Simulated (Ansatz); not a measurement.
Data:

BiTe (space group P-3m1)

```yaml
crystal:
  lattice:
    - [4.38757, 0.00000, 0.00000]
    - [-2.19378, 3.79974, 0.00000]
    - [0.00000, 0.00000, 23.61264]
  atoms:
    - { symbol: Bi, position: [0.33333, 0.66667, 0.29183] }
    - { symbol: Bi, position: [0.66667, 0.33333, 0.70817] }
    - { symbol: Bi, position: [0.00000, 0.00000, 0.87558] }
    - { symbol: Bi, position: [0.00000, 0.00000, 0.12442] }
    - { symbol: Bi, position: [0.66667, 0.33333, 0.46486] }
    - { symbol: Bi, position: [0.33333, 0.66667, 0.53514] }
    - { symbol: Te, position: [0.33333, 0.66667, 0.05277] }
    - { symbol: Te, position: [0.66667, 0.33333, 0.94723] }
    - { symbol: Te, position: [0.00000, 0.00000, 0.63568] }
    - { symbol: Te, position: [0.00000, 0.00000, 0.36432] }
    - { symbol: Te, position: [0.66667, 0.33333, 0.20864] }
    - { symbol: Te, position: [0.33333, 0.66667, 0.79136] }
```

The atoms are displaced by Q × the pattern below (from a DFPT mode at Γ, largest move 1; Q in Å), at fixed cell.

```
atom      x      y       z
----  -----  -----  ------
Bi1   0.000  0.000   0.559
Bi2   0.000  0.000   0.559
Bi3   0.000  0.000   0.519
Bi4   0.000  0.000   0.519
Bi5   0.000  0.000   0.062
Bi6   0.000  0.000   0.062
Te7   0.000  0.000  -0.837
Te8   0.000  0.000  -0.837
Te9   0.000  0.000  -1.000
Te10  0.000  0.000  -1.000
Te11  0.000  0.000  -0.031
Te12  0.000  0.000  -0.031
```

Calculation: LDA (plane waves to 420 eV, PAW, scalar-relativistic; Ansatz, a quantum-chemistry and plane-wave program). k mesh 7×7×2 (Γ-centred), Fermi-Dirac smearing 0.05 eV. E stands for the smeared free energy. BiTe was relaxed with its symmetry unable to fall. Spin-orbit coupling is left out, though Bi and Te are heavy. ΔE is measured from the undisplaced structure.

The scan covers Q from -0.180 to 0.180 Å in 13 points.

Q: Which space group does the distorted structure have?

A: P3m1 (No. 156), lowered from P-3m1.

Q: Is this a single well or a double well?

A: A single well with its minimum at or next to zero displacement.

Q: Is the energy the same for equal positive and negative displacements?

A: Even: the same for both signs.

Q: What is the energy change at Q = 0.180 Å?

A: 634 meV/cell.

Q: What harmonic wavenumber does the curvature at Q = 0 give?

A: 126 cm⁻¹.

(A displaced cell: forces are minus the slopes of the energy, force constants its curvatures, and phonons follow from these.)
